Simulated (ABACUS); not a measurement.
A self-consistent single point of Mg4Te3S (Pmm2, 8 atoms in the cell; from Materials Project mp-1222100, changed as shown).

```
Mg4Te3S
1.0
    4.27731     0.00000     0.00000
    0.00000     8.61740     0.00000
    0.00000     0.00000     5.99723
Mg Te S
4 3 1
Direct
  0.00000   0.27420   0.98146
  0.00000   0.72580   0.98146
  0.50000   0.00000   0.49162
  0.50000   0.50000   0.54006
  0.50000   0.26155   0.25040
  0.50000   0.73845   0.25040
  0.00000   0.00000   0.75735
  0.00000   0.50000   0.74725
```

Method: PBEsol, PseudoDojo 0.4 standard norm-conserving PBEsol (tails mended) pseudopotentials (plane waves; ABACUS).

ABACUS settings:

| key | value |
|---|---|
| KPT | Gamma 3 2 2 0 0 0 |
| basis_type | pw |
| ecutwfc | 84 Ry |
| smearing_method | fixed |
| potentials | PseudoDojo 0.4 standard norm-conserving PBEsol (tails mended) |
| symmetry | 1 |
| symmetry_prec | 1e-05 |
| ks_solver | dav |
| scf_nmax | 100 |
| scf_thr | 1.0e-09 Ry |
| mixing_type | broyden |
| mixing_beta | 0.7 |

Results:

```
Item                                                       Value
------------------------------------------------  --------------
Number of valence electrons                                   94
Number of bands                                               57
Number of k-points after the program's reduction               8
Number of plane waves (most at a k-point)                  19428
Number of SCF iterations                                       9
FFT grid                                            48 × 96 × 72
Free energy E − TS                                -15301.6232 eV
Pressure                                                4.65 GPa
Largest force (vector length)                         0.259 eV/Å
```

Forces (eV/Å):
| atom | Fx | Fy | Fz |
|---|---|---|---|
| Mg1 | 0.000 | -0.012 | -0.040 |
| Mg2 | 0.000 | 0.012 | -0.040 |
| Mg3 | 0.000 | 0.000 | -0.176 |
| Mg4 | 0.000 | 0.000 | 0.259 |
| Te5 | 0.000 | 0.041 | 0.026 |
| Te6 | 0.000 | -0.041 | 0.026 |
| Te7 | 0.000 | 0.000 | 0.171 |
| S8 | 0.000 | 0.000 | -0.227 |

Stress (GPa, positive for compression):
```
5.15  0.00  0.00
0.00  4.64  0.00
0.00  0.00  4.16
```

For comparison: a first run was changed to give this one (volume scaled by 0.94), and from it to this one the free energy rises by 32.7 meV/atom, the pressure goes from 1.41 to 4.65 GPa and the largest force goes from 0.152 to 0.259 eV/Å.

Spin-orbit coupling is left out, which matters for bands and gaps with elements this heavy. The structure comes from a collection of computed structures, made at another level of theory; the collection holds predicted forms beside known ones. Its lattice was then scaled.

Cost on one core: roughly 100 core-seconds.

“Tails mended”: in these copies of the files the far tail of each local potential was reset to the Coulomb form.
